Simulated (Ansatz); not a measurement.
Exchange in Ba2Fe2Se2OF2 by functional

```yaml
crystal:
  lattice:
    - [-2.09730, 2.09730, 9.76100]
    - [2.09730, -2.09730, 9.76100]
    - [2.09730, 2.09730, -9.76100]
  atoms:
    - { symbol: Ba, position: [0.66943, 0.66943, 0.00000] }
    - { symbol: Ba, position: [0.33058, 0.33058, 0.00000] }
    - { symbol: Fe, position: [0.00000, 0.50000, 0.50000] }
    - { symbol: Fe, position: [0.50000, 0.00000, 0.50000] }
    - { symbol: Se, position: [0.08982, 0.08982, 0.00000] }
    - { symbol: Se, position: [0.91018, 0.91018, 0.00000] }
    - { symbol: O, position: [0.50000, 0.50000, 0.00000] }
    - { symbol: F, position: [0.25000, 0.75000, 0.50000] }
    - { symbol: F, position: [0.75000, 0.25000, 0.50000] }
```

The same starts (parallel, antiparallel patterns that fit this cell, and no moments) were run with plane-wave PAW DFT (Ansatz 0.2.0; atoms fixed, collinear spin, no spin-orbit coupling; 7×7×7 Γ-centred mesh, fermi-dirac occupations of width 0.050 eV) at these levels: r2SCAN, 500 eV; r2SCAN with U_eff = 3.1 eV on Fe d (all-electron-ortho-atomic projectors), 500 eV.

Question: How do order, exchange and moments depend on the level?

Answer: The runs give, at zero smearing:

```tsv
level	lowest state	mean moment on Fe (μB)	parallel less best compensated antiparallel (meV per Fe)	gain over no moments (meV per Fe)
r2SCAN	antiparallel, compensated	3.30	+4	1959
r2SCAN + U	antiparallel, compensated	3.40	+25	2344
```

Site moments are taken in small spheres that don't touch (radius about 0.4 of the atom's shortest bond), so those of the magnetic atoms read low. Only r2SCAN + U resolves the two orders, and it favours antiparallel moments: the difference runs from +4 to +25 meV per Fe.

The cell is that of a Crystallography Open Database entry, unchanged.

Caveats: only orders that fit this cell were tried, so the true order may need a larger cell or canted moments; atoms and cell are held at the entry's values; differences under about 5 meV per magnetic atom weren't tested against a denser mesh or another U, and are taken as unresolved; the U is a value in common use, not computed for this crystal; the state without moments isn't the paramagnet, so the last column is no ordering energy, and a U inflates it.
